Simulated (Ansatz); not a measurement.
Li2ClF, ordered on the rocksalt lattice (R-3m) with 4 atoms a cell, relaxed with r2SCAN, was run in the plane-wave code Ansatz under altered settings. All numbers are computed, without spin polarisation but where a row says otherwise.

```yaml
crystal:
  lattice:
    - [1.64380, 0.94905, 5.26376]
    - [-1.64380, 0.94905, 5.26376]
    - [0.00000, -1.89810, 5.26376]
  atoms:
    - { symbol: F, position: [0.00000, 0.00000, 0.00000] }
    - { symbol: Cl, position: [0.50000, 0.50000, 0.50000] }
    - { symbol: Li, position: [0.26336, 0.26336, 0.26336] }
    - { symbol: Li, position: [0.73664, 0.73664, 0.73664] }
```

The base run's other keys:
```yaml
kpoints:
  mp_grid: { grid: [4, 4, 4] }
hamiltonian:
  xc: hse06
scf:
  occupations: { method: fixed }
  n_extra_bands: 5
```

It takes 13 iterations with 989 plane waves at 420 eV and 13 k points, and leaves a mean stress of +0.34 GPa. The gap over this mesh is 6.307 eV. It ran on 4 threads of Arm Neoverse V2, with other jobs on the host.

Outcomes, with energy and stress as changes against the base:
```tsv
setting	outcome	ΔF (meV/atom)	Δ mean stress (GPa)	gap on the mesh (eV)	iterations	wall time
PBE hybrid, exx coeff 0.15, omega 0.1 1/Å	converged	–	+0.5	5.941	12	5 s
PBE hybrid, exx coeff 0.4, omega 0.3 1/Å	converged	–	-0.7	6.780	12	5.2 s
hamiltonian.pseudopotentials: nc (cutoff then 1320 eV)	converged	–	+0.1	6.297	15	58 s
hamiltonian.dispersion: d2	refused	–	–	–	–	0.01 s
```
A dash marks a value that wasn't obtained or can't be compared. Stress is positive in compression. The base took 5.1 s.

- PBE hybrid, exx coeff 0.15, omega 0.1 1/Å. That is 15 % exact exchange, screened with ω = 0.1 1/Å, against HSE06's 25 % screened at 0.208 1/Å. The mean stress moves by +0.5 GPa and the gap on the mesh by -0.366 eV (to 5.941). Totals of different functionals aren't comparable. The program warns that on this mesh the truncation of the exchange isn't bounded, so part of the change can be an error of the mesh.
- PBE hybrid, exx coeff 0.4, omega 0.3 1/Å. That is 40 % exact exchange, screened with ω = 0.3 1/Å, against HSE06's 25 % screened at 0.208 1/Å. The mean stress moves by -0.7 GPa and the gap on the mesh by +0.473 eV (to 6.780). Totals of different functionals aren't comparable.
- hamiltonian.pseudopotentials: nc. Another set of potentials replaces the default one; the cutoff becomes 1320 eV and the cell holds 20 electrons (base 20). The mean stress moves by +0.1 GPa and the gap on the mesh by -0.010 eV (to 6.297). Totals and absolute levels hang on the potentials; gap and stress can be compared.
- hamiltonian.dispersion: d2. It is rejected at once. Error: YAML parse error: line 15 column 15: hamiltonian.dispersion: `d2` is not `none`, `rvv10`, `d3bj`, `d3bjatm`, `d4` or a map `{method: …, s8: …, a1: …, a2_bohr: …}` (numbers without units, a2 in bohr) or `{method: …, functional: …}`

The program warns that its thresholds are loose for a hybrid's stress.

The meshes of the hybrids are coarse, so their gaps aren't converged to the digits shown.
